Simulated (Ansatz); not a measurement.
ZrSi2:
Space group Cmcm (No. 63); a = 3.706 Å, b = 14.799 Å, c = 3.677 Å, α = β = γ = 90.00°

| atom | site | symmetry | x | y | z |
|---|---|---|---|---|---|
| Si | 4c | m2m | 0.0000 | 0.0531 | 0.2500 |
| Si | 4c | m2m | 0.0000 | 0.2498 | 0.7500 |
| Zr | 4c | m2m | 0.0000 | 0.3946 | 0.2500 |
(The calculation used a cell of 6 atoms; values per cell refer to that cell.)

Relaxed at zero pressure with the program Ansatz at the PBE level (PAW).

**Question.** The volume is lowered by 3 % and shape and atoms relax at that volume. What pressure results, and how do the axes share the change?

**Answer.** 4.0 GPa; a -0.9 %, b -1.4 %, c -0.8 %; the energy rises by 6 meV/atom.

**Question.** Give the new structure.

**Answer.** 
Space group Cmcm (No. 63); a = 3.6742 Å, b = 14.5907 Å, c = 3.6486 Å, α = β = γ = 90.00°

```json
[
 {"atom": "Si", "site": "4c", "symmetry": "m2m", "x": "0.0000", "y": "0.0538", "z": "0.2500"},
 {"atom": "Si", "site": "4c", "symmetry": "m2m", "x": "0.0000", "y": "0.2498", "z": "0.7500"},
 {"atom": "Zr", "site": "4c", "symmetry": "m2m", "x": "0.0000", "y": "0.3950", "z": "0.2500"}
]
```

The phase is kept; no other phase was compared at this pressure.

The PBE relaxation kept the symmetry of its start. The run is not spin-polarised.

Potentials: the later of the program's two PAW sets.
